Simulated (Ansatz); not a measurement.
AlRu in space group R-3m (No. 166; Al on 3a, Ru on 3b) at seven volumes, DFT-r²SCAN in the program Ansatz with PAW potentials, shape and atoms relaxed at each. One row is withheld.

```json
[
 {"V (Å³/atom)": "12.629", "P (GPa)": "23.42"},
 {"V (Å³/atom)": "13.046", "P (GPa)": "?"},
 {"V (Å³/atom)": "13.462", "P (GPa)": "6.57"},
 {"V (Å³/atom)": "13.878", "P (GPa)": "0.00"},
 {"V (Å³/atom)": "14.295", "P (GPa)": "-5.57"},
 {"V (Å³/atom)": "14.711", "P (GPa)": "-10.28"},
 {"V (Å³/atom)": "15.127", "P (GPa)": "-14.27"}
]
```

Question: Fit the shown pressures and predict the withheld one.

Answer: P = (3/2)B₀(x^(7/2) − x^(5/2))[1 + (3/4)(B′ − 4)(x − 1)] with x = (V₀/V)^(2/3). Least squares on the six rows gives V₀ = 13.878 Å³/atom, B₀ = 201 GPa, B′ = 4.48. At V = 13.046, x = 1.0421 and P = 14.28 GPa. The run itself gave 14.30 GPa.

A made-up cell: these elements were put on the sites of a structure type; neither database checked (COD, Materials Project) lists it. COD files the formula under space group No. 221, so this cell is another polymorph or a model. Whether it is the stable phase at ambient conditions was not checked. Symmetry was held in the r²SCAN relaxation; whether a distortion lowers the energy is not shown. The run is not spin-polarised.

Potentials: the later of the program's two PAW sets.
